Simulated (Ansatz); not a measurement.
The calculation used Ansatz, DFT PBE, scalar-relativistic, plane waves, PAW. All cells share a 420 eV cutoff and Γ-centred k meshes spaced at most about 0.3 Å⁻¹ (about 0.25 or finer for metals, 2π included). No spin polarisation in the final relaxations.

All energies are static (0 K, no zero-point motion).

Two relaxed structures of Ga2BSb3:

1.

```
Ga B Sb
1.0
     6.13998    0.00000    0.00000
    -3.06999    5.31738    0.00000
     0.00000    0.00000    5.19668
Ga B Sb
2 1 3
Direct
  0.33333 0.66667 0.00000
  0.66667 0.33333 0.00000
  0.00000 0.00000 0.50000
  0.50000 0.00000 0.50000
  0.00000 0.50000 0.50000
  0.50000 0.50000 0.50000
```

2.

```
Ga B Sb
1.0
     3.17831    0.00000    0.00000
     0.00000    3.17831    0.00000
     0.00000    0.00000   15.03271
Ga B Sb
2 1 3
Direct
  0.50000 0.50000 0.84704
  0.50000 0.50000 0.15296
  0.00000 0.00000 0.50000
  0.00000 0.00000 0.00000
  0.00000 0.00000 0.35587
  0.00000 0.00000 0.64413
```

Problem. Which form is favoured at zero pressure, and by what margin per atom?

Solution. Cell 2 is lower, by 0.33 eV/atom. Cell 1 has space group P6/mmm (No. 191), 28.3 Å³/atom and no gap on its mesh; cell 2 has space group P4/mmm (No. 123), 25.3 Å³/atom and no gap. Counting Sb atoms around B and Ga (those within 1.25 times the shortest such distance or 1.15 times the sum of covalent radii; a plus sign parts nearer from farther groups; the shortest distance is added where it is long for a bond), cell 1 has Ga 6 from 3.1 Å, B 6 from 3.1 Å and cell 2 has Ga 4+4 from 3.2 Å, B 2. The denser one is the lower, and pressure would at first widen the difference. Even the lower one lies +0.55 eV/atom against the reference forms of the elements (uncorrected), so neither is stable at this level. In cell 1, around Ga lie 6 Sb at 3.15 Å and 3 Ga at 3.54 Å; B has 6 Sb at 3.07 Å; around Sb lie 2 B at 3.07 Å, 4 Sb at 3.07 Å and 4 Ga at 3.15 Å. In cell 2, Ga has 4 Ga at 3.18 Å, 4 Sb at 3.22 Å and 4 Sb at 3.79 Å; around B lie 2 Sb at 2.17 Å; Sb on a site of symmetry 4/mmm has 4 Sb at 3.18 Å and 8 Ga at 3.22 Å; 1 more site not described. Both come from invented guesses.

Weakly bound directions are ill-defined at this level, which has no dispersion term (P4/mmm), and this can change margins and order among such cells. Spin–orbit coupling, which can matter for Sb, is left out. Cells relaxed within their symmetry can be saddle points.
